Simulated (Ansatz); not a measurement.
BN (wurtzite)

```
CELL_PARAMETERS angstrom
      5.08665     0.00000     0.00000
     -1.27166     2.20258     0.00000
      0.00000     0.00000     4.20685
ATOMIC_POSITIONS crystal
  B  0.33333 0.33333 0.99990
  B  0.83333 0.33333 0.99990
  B  0.16667 0.66667 0.49990
  B  0.66667 0.66667 0.49990
  N  0.33333 0.33333 0.62530
  N  0.83333 0.33333 0.62530
  N  0.16667 0.66667 0.12530
  N  0.66667 0.66667 0.12530
```

The atoms are displaced by Q × the pattern below (from a DFPT mode at M = (0.5, 0.0, 0.0), largest move 1; Q in Å), at fixed cell. (q is in reciprocal vectors of the primitive cell; the cell shown is doubled to hold the pattern.)

| atom | x | y | z |
|---|---|---|---|
| B1 | -0.866 | -0.500 | -0.020 |
| B2 | 0.866 | 0.500 | 0.020 |
| B3 | 0.866 | 0.500 | -0.020 |
| B4 | -0.866 | -0.500 | 0.020 |
| N5 | 0.316 | 0.182 | -0.003 |
| N6 | -0.316 | -0.182 | 0.003 |
| N7 | -0.316 | -0.182 | -0.003 |
| N8 | 0.316 | 0.182 | 0.003 |

Calculation: r2SCAN (plane waves to 500 eV, PAW, scalar-relativistic; Ansatz, a first-principles code). k mesh 15×15×8 (Γ-centred), Fermi-Dirac smearing 0.05 eV. The energy includes the smearing's −TS. BN was relaxed with its symmetry unable to fall. The PAW data are Ansatz's earlier set. ΔE is measured from the undisplaced structure.

```tsv
Q (Å)	ΔE (meV/cell)
-0.180	withheld
-0.150	2632
-0.120	1664
-0.090	927
-0.060	409
-0.030	102
0.000	0
0.030	102
0.060	409
0.090	927
0.120	1664
0.150	2632
0.180	withheld
```

Fit an even polynomial form (powers 2, 4) to the given rows and predict ΔE at Q = 0.180.

Least squares on the 11 given rows: ΔE = (113000)·Q² + (176100)·Q⁴, in meV/cell with Q in Å; root-mean-square residual 0.2 meV/cell. At 0.180 the fit gives 3846 meV/cell; the calculation gives 3846 meV/cell, the same to the digits shown. The quadratic term alone would give 3661 meV/cell.

(For displaced atoms, the force is minus the slope of the energy, and its curvature is a force constant, which sets phonon frequencies.)
